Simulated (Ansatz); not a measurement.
## Notes on KMgF3

```
CELL_PARAMETERS angstrom
4.03788 0.00000 0.00000
0.00000 4.03788 0.00000
0.00000 0.00000 4.03788
ATOMIC_POSITIONS crystal
K 0.50000 0.50000 0.50000
Mg 0.00000 0.00000 0.00000
F 0.50000 0.00000 0.00000
F 0.00000 0.50000 0.00000
F 0.00000 0.00000 0.50000
```

Level: PBE, no spin polarisation; 420 eV; 6×6×6 Γ-centred mesh; fermi-dirac occupations (width 0.0186 eV); Ansatz 0.2.0, fixed geometry.

Question: How is the charge shared?

Answer: Bader charges in e: K +0.88, Mg +1.77, F -0.88. In the mean Mg gives up most and F takes most.

Question: Which orbitals make up the band edges?

Answer: Within 0.7 eV of the edges, the states project mainly on F p (99 %) below the gap and on K s (51 %), Mg s (23 %) and F s (19 %) above it.

Question: Is there a gap, and of what kind?

Answer: The gap is 7.05 eV, indirect (the least direct gap found is 7.37 eV). A semilocal functional usually gives too small a gap.

Question: What do density and ELF say about some of the short contacts?

Answer: Mg–F at 2.02 Å: least valence density 0.26 e/Å³ and ELF 0.04 there, a closed-shell (ionic or weak) contact. K–F at 2.86 Å: least valence density 0.08 e/Å³ and ELF 0.02 there, a closed-shell (ionic or weak) contact. These are pseudo-fields; inside the PAW spheres they differ from the all-electron ones.

Question: What does the stress say?

Answer: The pressure is 0.8 GPa (compression positive), so with the atoms held at these fractions the cell would first expand.

Question: Is it stable against the elements?

Answer: -3.27 eV an atom against the elements' usual phases (free molecules for gases, crystals otherwise, with no correction for O₂ or N₂), so it is bound against them; other compounds may still compete. Relaxing would lower it.

Origin: a database entry at a rescaled volume.
